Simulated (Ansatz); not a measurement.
Co2Si: from a starting cell to a relaxed one

The start is a generated trial cell of Co2Si in the Cu2Sb structure type. A full variable-cell relaxation at zero pressure is run with PBEsol (plane waves to 420 eV, PAW, scalar-relativistic; Ansatz, a first-principles code). The first steps use a coarse 7×7×5 k-mesh.

Input geometry:
```
Co2Si
1.0
    3.44977     0.00000     0.00000
    0.00000     3.44977     0.00000
    0.00000     0.00000     5.26382
Co Si
4 2
Direct
  0.00000   0.00000   0.00000
  0.50000   0.50000   0.00000
  0.50000   0.00000   0.27000
  0.00000   0.50000   0.73000
  0.50000   0.00000   0.70000
  0.00000   0.50000   0.30000
```
Spin-polarised start, with parallel moments on Co.

```yaml
initial_pressure: "+24 GPa (positive: the cell is compressed)"
largest_initial_force: about 3.7 eV/Å, on Co3, Co4 (atoms numbered as listed)
outcome: The space group stays P4/nmm (No. 129) (the run could not lower it); the end is AFLOW prototype A2B_tP6_129_ac_c (C38, as in Cu2Sb), with 6 atoms in the primitive magnetic cell
energy_released: 0.26 eV/atom
Shortest distances (start → end): "The closest pairs of elements (up to four, under 3.6 Å), start → end: Co–Si 2.26 → 2.22 Å; Co–Co 2.23 → 2.41 Å; Si–Si 3.22 → 3.41 Å"
moments_at_the_end: net 0.50 μB/atom, ferromagnetic
optimiser_moves: 12
```

Relaxed structure:

Space group P4/nmm, origin choice 1 (No. 129); a = b = 3.4059 Å, c = 5.6939 Å, α = β = γ = 90.00°

```csv
atom,site,symmetry,x,y,z
Co,2a,-4m2,0.0000,0.0000,0.0000
Co,2c,4mm,0.5000,0.0000,0.3433
Si,2c,4mm,0.0000,0.5000,0.2666
```

Final values are on a 14×14×8 k-mesh of the relaxed cell. Spin state reached: ferromagnetic (net 0.50 μB/atom), from parallel starting moments; other spin orders were not run from this start.

The run could not lose the symmetry of its start; a randomly shaken copy of 12 atoms returns to this structure.

The relaxed structure here is a generated cell of Co2Si: the first start was made by placing the elements on the sites of a structure type, and the end was not matched to a known phase here, so it may be hypothetical.
